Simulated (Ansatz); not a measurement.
**Phases of Na at 19 GPa**

Structure types of Na are relaxed in primitive cells with their symmetry kept at 19 GPa, on PAW files; LAPW relaxes the small cells further and takes the PAW cell for the others (marked *). The enthalpy is E + pV at zero temperature, without zero-point motion. Only the types listed were tried, and differences under about 5 meV/atom are mesh noise.

Computed with Ansatz 0.2.0; functional PBEsol, scalar-relativistic. Settings: Fermi–Dirac smearing of 0.1 eV, no spin polarisation. Methods: LAPW: all electrons, basis error target 0.5 meV/atom; PAW: frozen-core files, cutoff 420 eV.

k meshes: fcc 16×16×16, bcc 16×16×16, hcp 15×15×8, beta tin 15×15×15, sc 14×14×14, hP4 9×9×6.

The PAW files were made under PBE.

Q: Which type is lowest in enthalpy, and by how much?

A: bcc, 2 meV/atom below fcc, which is within the noise of the k meshes. The whole table:

| start type | ends as | a, b, c (Å) | V (Å³/atom) | H − H(lowest), LAPW (meV/atom) | same, PAW |
| --- | --- | --- | --- | --- | --- |
| fcc | fcc, Fm-3m | 4.190, 4.190, 4.190 | 18.39 | 1.6 | 1.6 |
| bcc | bcc, Im-3m | 3.326, 3.326, 3.326 | 18.39 | 0.0 | 0.0 |
| hcp | hcp, P6_3/mmc | 2.965, 2.965, 4.834 | 18.40 | 4.7 | 4.7 |
| beta tin | beta tin, I4_1/amd | 5.130, 5.130, 2.796 | 18.40 | 102.9 | 102.9 |
| sc | sc, Pm-3m | 2.640, 2.640, 2.640 | 18.41 | 171.9 | 171.9 |
| hP4* | dhcp, P6_3/mmc | 2.948, 2.948, 9.779 | 18.41 | 2.4 | 2.4 |
